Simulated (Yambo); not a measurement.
Quantum ESPRESSO input (PBEsol, PseudoDojo standard norm-conserving files, scalar-relativistic) whose wavefunctions are converted with p2y:

```
&CONTROL
  calculation = 'nscf'
  pseudo_dir = './pseudo'
  outdir = './out'
/
&SYSTEM
  ibrav = 0
  nat = 2
  ntyp = 2
  ecutwfc = 84.0
  ecutrho = 336.0
  occupations = 'fixed'
  force_symmorphic = .true.
  nbnd = 142
/
&ELECTRONS
  conv_thr = 2e-09
  diago_full_acc = .true.
  diago_thr_init = 1e-08
/
ATOMIC_SPECIES
F 18.9984 F.upf
K 39.0983 K.upf
CELL_PARAMETERS angstrom
  0.000000000000   2.650917285000   2.650917285000
  2.650917285000   0.000000000000   2.650917285000
  2.650917285000   2.650917285000   0.000000000000
ATOMIC_POSITIONS crystal
F   0.500000000000   0.500000000000   0.500000000000
K   0.000000000000   0.000000000000   0.000000000000
K_POINTS automatic
4 4 4 0 0 0
```

Yambo's initialisation report on symmetry, reciprocal space, the k grid and the gaps on this mesh:

```
  [02.02] Symmetries
  ==================

  Inversion symmetry    : yes
  Spatial inversion     : yes
  Inversion index       :  25
  K-space Time-reversal : no
  Magnetic symmetries   : no
  Group table correct   : yes
  Symmetries units      :  [cc]

  [02.03] Reciprocal space
  ========================

  nG shells         :  288
  nG charge         :  26229
  nG WFs            :   3987
  nC WFs            :   3294
  G-vecs. in first 28 shells:  [ Number ]
     1    9   15   27   51   59   65   89  113
    137   169   181   229   259   283   307   331   339
    387   411   459   531   537   561   609   645   701
    725
  ...
  Shell energy in first 28 shells:  [ mHa ]
    0.00000      589.931      786.574      1573.15      2163.08      2359.72      3146.30      3736.23      3932.87
    4719.44      5309.38      6292.59      6882.52      7079.17      7865.74      8455.67      8652.32      9438.89
    10028.8      10225.5      11012.0      11602.0      12585.2      13175.1      13371.8      14158.3      14748.3
    14944.9
  ...

  [02.04] K-grid lattice
  ======================

  Compatible Grid is   : 3D
  Base K vectors       :  K_min[ 1 ]  K_min[ 2 ]  K_min[ 3 ]
  K_min[ 1 ] :  0.000000  0.250000  0.000000 [rlu]
  K_min[ 2 ] :  0.250000  0.000000  0.000000 [rlu]
  K_min[ 3 ] :  0.000000  0.000000 -0.250000 [rlu]
  Grid dimensions      :   4   4   4
  K lattice UC volume  :  0.015415 [a.u.]

  IBZ K-points                                      :   8
  BZ  K-points                                      :   64

  K/Q-points units:
  rlu = crystal or reduced units; cc = cartesian coordinates; iku = interal k-units

  K [1]          [rlu]:  0.000000  0.000000  0.000000
         WF components:   3287
  K [2]          [rlu]:  0.000000  0.000000  0.250000
         WF components:   3275
  K [3]          [rlu]:  0.000000  0.000000 -0.500000
         WF components:   3274
  K [4]          [rlu]:  0.000000  0.250000  0.250000
         WF components:   3263
  K [5]          [rlu]:  0.000000  0.250000 -0.500000
         WF components:   3259
  K [6]          [rlu]:  0.000000  0.250000 -0.250000
         WF components:   3294
  K [7]          [rlu]:  0.000000 -0.500000 -0.500000
         WF components:   3282
  K [8]          [rlu]:  0.250000 -0.500000 -0.250000
         WF components:   3268

  [02.05] Energies & Occupations
  ==============================

  [X] === General ===
  [X] Electronic Temperature                        :  0.000000  0.000000 [eV K]
  [X] Bosonic    Temperature                        :  0.000000  0.000000 [eV K]
  [X] Finite Temperature mode                       : no
  [X] El. density                                   :  0.42944E+24 [cm-3]
  [X] Fermi Level                                   :  1.600546 [eV]

  [X] === Gaps and Widths ===
  [X] Conduction Band Min                           :  6.181482 [eV]
  [X] Valence Band Max                              :  0.000000 [eV]
  [X] Filled Bands                                  :   8
  [X] Empty Bands                                   :    9  142
  [X] Direct Gap                                    :  6.181482 [eV]
  [X] Direct Gap localized at k                     :  1
  [X] Indirect Gap                                  :  6.181482 [eV]
  [X] Indirect Gap between kpts                     :  1  1
  [X] Last valence band width                       :  0.374060 [eV]
  [X] 1st conduction band width                     :  3.549816 [eV]
```
The gaps are PBEsol values on this mesh alone; only operations without fractional translations are kept.

Geometry relaxed with PBEsol.
